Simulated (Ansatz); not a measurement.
# EuSe2 in the fluorite structure

Level of theory: DFT, PBEsol, scalar-relativistic, collinear spin; plane waves to 420 eV with PAW datasets (Ansatz 0.2.0), 8×8×8 k-mesh, Gaussian smearing of 0.05 eV. The datasets are Ansatz's generated set soft_2.

```cif
data_structure
_symmetry_space_group_name_H-M 'P 1'
_symmetry_Int_Tables_number 1
_cell_length_a 4.8471
_cell_length_b 4.8471
_cell_length_c 4.8471
_cell_angle_alpha 60.000
_cell_angle_beta 60.000
_cell_angle_gamma 60.000
_cell_volume 80.52
loop_
_atom_site_label
_atom_site_type_symbol
_atom_site_fract_x
_atom_site_fract_y
_atom_site_fract_z
_atom_site_occupancy
Eu1 Eu 0.00000 0.00000 0.00000 1
Se1 Se 0.25000 0.25000 0.25000 1
Se2 Se 0.75000 0.75000 0.75000 1
```

The cell came from substitution into a structure type; whether the compound takes it is for experiment to say.

Magnetic state: ferromagnetic, site spin moments Eu 6.42; Se -0.10 μB.

Task: Which orbitals carry the states at the Fermi level, and how many states are there?

Result: Within 0.1 eV of it: Se 4p 54 %, Eu 4f 37 % (shares among the projected shells). The Fermi level sits on a steep edge: the density of states is 10.2, 5.3 and 3.6 states/eV per cell at −0.1, 0 and +0.1 eV.

Density of states (tetrahedra, averaged over 0.4 eV; states/eV per cell of 3 atoms; energy in eV from the Fermi level; projections on Löwdin-orthogonalised atomic orbitals, summed over sites):

```
    E  total  Se 4p  Eu 4f up  Eu 4f down  Eu 5d up  Eu 5d down
-4.45    0.0    0.0       0.0         0.0       0.0         0.0
-4.05    0.5    0.4       0.0         0.0       0.0         0.0
-3.65    1.1    0.9       0.0         0.0       0.1         0.1
-3.25    3.0    2.3       0.0         0.0       0.3         0.2
-2.85    4.9    3.8       0.0         0.0       0.4         0.4
-2.45    3.2    2.5       0.1         0.0       0.3         0.2
-2.05    2.2    1.7       0.1         0.0       0.1         0.2
-1.65    1.9    1.5       0.2         0.0       0.1         0.1
-1.25    2.8    2.0       0.4         0.0       0.1         0.1
-0.85    3.9    2.0       1.6         0.0       0.1         0.1
-0.45   13.7    1.8      11.5         0.0       0.1         0.1
-0.05    6.7    3.3       2.8         0.0       0.3         0.2
 0.35    2.3    1.5       0.5         0.0       0.1         0.0
 0.75    0.8    0.6       0.2         0.0       0.0         0.0
 1.15    0.4    0.3       0.1         0.0       0.0         0.0
 1.55    0.0    0.0       0.0         0.0       0.0         0.0
 1.95    0.0    0.0       0.0         0.0       0.0         0.0
 2.35    0.0    0.0       0.0         0.0       0.0         0.0
 2.75    0.2    0.0       0.0         0.0       0.1         0.0
 3.15    1.1    0.1       0.0         0.0       0.7         0.1
 3.55    4.2    0.2       0.0         0.7       1.9         1.0
 3.95   10.8    0.2       0.0         8.1       1.4         0.9
 4.35    9.7    0.2       0.0         7.9       0.1         1.2
 4.75    3.1    0.2       0.0         0.2       1.0         1.0
 5.15    1.6    0.1       0.0         0.0       0.6         0.2
 5.55    3.2    0.3       0.0         0.1       0.7         1.1
 5.95    2.1    0.4       0.0         0.0       0.7         0.5
```

Without a U the 4f levels of Eu lie too near the Fermi level, so their share of the states there, and what hangs on it, is overstated. No spin–orbit coupling, a notable omission for heavy elements. The run wasn't fully tested for a lower electronic state. Site moments are of spin, integrated over atomic spheres. Only parallel moments were tried, so the real magnetic order may be another.
